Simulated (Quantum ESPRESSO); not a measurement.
**Kohn-Sham bands of SrPb (Cmcm)**

```
CELL_PARAMETERS angstrom
      0.00000     0.00000     4.68288
     -5.11061     0.00000     0.00000
      2.55531    -6.11815     0.00000
ATOMIC_POSITIONS crystal
  Sr 0.75000 0.13297 0.26594
  Sr 0.25000 0.86703 0.73406
  Pb 0.75000 0.41611 0.83222
  Pb 0.25000 0.58389 0.16778
```

Cell from Materials Project (mp-21093), symmetrised, no further relaxation. COD (Crystallography Open Database) has an entry of this formula and space group (matched by these alone). Method: PBEsol plane waves in Quantum ESPRESSO 7.5 (PseudoDojo norm-conserving files, 55 Ry, no spin polarisation, no spin-orbit coupling), Bloch states on a 4×4×4 mesh through Γ, Wannier90 4.0.1. Density: 10×10×10 mesh, cold smearing 0.01 Ry. Spin-orbit coupling is left out although heavy elements are present.

Energies are relative to the Fermi level; weights are on the orthonormalised atomic waves of the pseudopotential files, averaged over the group. 48 electrons a cell are treated as valence.

Problem. Into which isolated groups do the bands fall, where do they lie and what are they made of?

Solution. 
| bands | from (eV) | to (eV) | filling | weight on atomic waves |
|---|---|---|---|---|
| 1–2 | -35.99 | -35.98 | filled | Sr 4s 98 % |
| 3–8 | -18.15 | -17.93 | filled | Sr 4p 98 % |
| 9–18 | -16.97 | -16.46 | filled | Pb 5d 99 % |
| 19–20 | -9.98 | -6.95 | filled | Pb 6s 81 %, Pb 6p 10 %, Sr 5s 8 % |

No gap over 0.05 eV opens at the Fermi level at this level of theory.
